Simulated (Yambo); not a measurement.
Material: a free-standing MoS2 monolayer (symmetry P-6m2, slab cell 16.1 Å high) under biaxial strain of -3 % in the plane; a = 3.0468 Å, b = 3.0468 Å, c = 16.1000 Å, α = 90.00°, β = 90.00°, γ = 120.00° (3 atoms in the cell). The PBEsol cell relaxed from Materials Project entry mp-1434 was given a biaxial strain of -3 % in the plane, and the atoms were relaxed again, with the Coulomb interaction truncated along z.

With norm-conserving PBEsol (Quantum ESPRESSO, 80 Ry, scalar-relativistic), the gap between the mesh's edge points (K → (0.167, 0.167)) is 1.770 eV.

Task: By how much does one-shot G0W0 (Yambo; 6×6×1 Γ-centred k mesh, bands 2 to 131 and a 8 Ry block in the screening, 131 bands in G with the Bruneval-Gonze terminator, plasmon pole fitted at 27.2 eV, slab-truncated Coulomb interaction, stochastic integration of W near q = 0) open this gap, and what gap results?

Result: The correction is 0.678 eV, giving 2.447 eV, 1.4 times the PBEsol value.  Convergence of the G0W0 settings was not tested. Spin-orbit splittings are left out.
